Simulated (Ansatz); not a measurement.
Input:

GaCuSe$_{2}$:
```yaml
crystal:
  lattice:
    - [-2.78490, 2.78490, 5.53702]
    - [2.78490, -2.78490, 5.53702]
    - [2.78490, 2.78490, -5.53702]
  atoms:
    - { symbol: Cu, position: [0.75000, 0.25000, 0.50000] }
    - { symbol: Cu, position: [0.00000, 0.00000, 0.00000] }
    - { symbol: Ga, position: [0.25000, 0.75000, 0.50000] }
    - { symbol: Ga, position: [0.50000, 0.50000, 0.00000] }
    - { symbol: Se, position: [0.11683, 0.12500, 0.49183] }
    - { symbol: Se, position: [0.63317, 0.62500, 0.50817] }
    - { symbol: Se, position: [0.37500, 0.88317, 0.00817] }
    - { symbol: Se, position: [0.87500, 0.36683, 0.99183] }
```

This is the PBEsol-relaxed structure. Tensor components refer to the Cartesian frame of this cell.

Task: All from DFT-PBEsol in the program Ansatz with PAW potentials, unless another level is named. Predict the bulk modulus (Birch–Murnaghan fit).

Result: 70.8 GPa.

Task: And the elastic constants (relaxed ions, GPa)?

Result: C11 = 97.0, C12 = 58.1, C13 = 58.1, C33 = 96.5, C44 = 42.3, C66 = 42.8.

Task: Next, the highest zone-centre frequency (without LO–TO term)?

Result: 244 cm⁻¹.

Space group I-42d (chalcopyrite). Symmetry was held in the PBEsol relaxation. The run is not spin-polarised.

Potentials: the later of the program's two PAW sets.
